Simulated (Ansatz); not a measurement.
Relaxed-ion elastic tensor of TiRh3 (Cu3Au type, Pm-3m) in GPa (Voigt order), LDA in the plane-wave PAW code Ansatz; density 11.05 g/cm³, 13.40 Å³ per atom.

```csv
,1,2,3,4,5,6
1,411,212,212,0.0,0.0,0.0
2,212,411,212,0.0,0.0,0.0
3,212,212,411,0.0,0.0,0.0
4,0.0,0.0,0.0,198,0.0,0.0
5,0.0,0.0,0.0,0.0,198,0.0
6,0.0,0.0,0.0,0.0,0.0,198
```

Is the crystal mechanically stable?

Yes: the smallest eigenvalue of C is 198 GPa.

Work out the Voigt, Reuss and Hill averages.

K_V = 278, K_R = 278, K_H = 278; G_V = 159, G_R = 142, G_H = 150 GPa.

Give Young's modulus, Poisson's ratio, Pugh's ratio and the universal anisotropy index.

E = 9KG/(3K + G) = 382 GPa; ν = 0.27; K/G = 1.85 (ductile by the Pugh limit of 1.75); A_U = 5G_V/G_R + K_V/K_R − 6 = 0.59.

Estimate the sound speeds and the Debye temperature.

v_l = √((K + 4G/3)/ρ) = 6580 m/s, v_t = √(G/ρ) = 3690 m/s, mean 4100 m/s; Θ = (h/k)(3n/4πV)^(1/3) v_m = 514 K.

Give the Zener ratio and Young's modulus along [100], [110] and [111].

A = 2C44/(C11 − C12) = 1.99; 1/E = S11 − 2(S11 − S12 − S44/2)Γ with Γ = 0, 1/4, 1/3 gives 267, 400, 480 GPa.

Solve the Christoffel equation for the three sound speeds along [100], [110], [111].

Eigenvalues of C_ijkl n_j n_l equal ρv². In km/s, slowest first: [100] 4.23, 4.23, 6.10; [110] 3.00, 4.23, 6.79; [111] 3.46, 3.46, 7.01.

The first step of the workflow began from a Materials Project structure, measured or hypothetical; the Crystallography Open Database files this formula in space group No. 221, but the cells were not matched. Whether it is the stable phase at ambient conditions was not checked. The LDA relaxation kept the symmetry of its start; of distortions, only those at the zone centre were tested. The run is not spin-polarised. As this level gives no gap, shear constants depend on the k-mesh and smearing (Fermi–Dirac, 0.1 eV here).

Potentials: the later of the program's two PAW sets.
